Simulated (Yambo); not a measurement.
```
AgI
1.0
    4.52473     0.00000     0.00000
   -2.26237     3.91853     0.00000
    0.00000     0.00000     7.39223
Ag I
2 2
Direct
  0.33333   0.66667   0.00245
  0.66667   0.33333   0.50245
  0.33333   0.66667   0.37745
  0.66667   0.33333   0.87745
```

AgI (wurtzite, space group P6_3mc, No. 186) under isotropic strain of -0.7 % on all lattice vectors: mean Im ε in 1 eV windows above the direct gap of 2.36 eV, for different electron-hole kernels (Yambo, broadening 0.15 eV, PBEsol (pw.x of Quantum ESPRESSO, ONCV potentials, without SOC) bands; 6×6×2 mesh, 16 valence and 5 conduction bands, static screening with 78 bands and a 4 Ry block, scissor 1.13 eV, Tamm-Dancoff; field along x).

| window (eV) | independent quasiparticles | BSE |
|---|---|---|
| 2.4 to 3.4 | 1.2 | 1.9 |
| 3.4 to 4.4 | 1.8 | 3.5 |
| 4.4 to 5.4 | 3.4 | 5.1 |
| 5.4 to 6.4 | 5.3 | 4.4 |
| 6.4 to 7.4 | 6.7 | 6.1 |

This run doesn't resolve bound excitons or single peaks, so only averages are given, and they too depend on the mesh; weight that the attraction moves below the gap isn't listed. All transitions below 7.47 eV are in the band window. The scissor comes from a G0W0 run whose convergence isn't established.

Without spin-orbit coupling, band edges of such heavy elements can be off by tenths of an eV.

Geometry strained from the cell relaxed with PBEsol, atoms relaxed again.
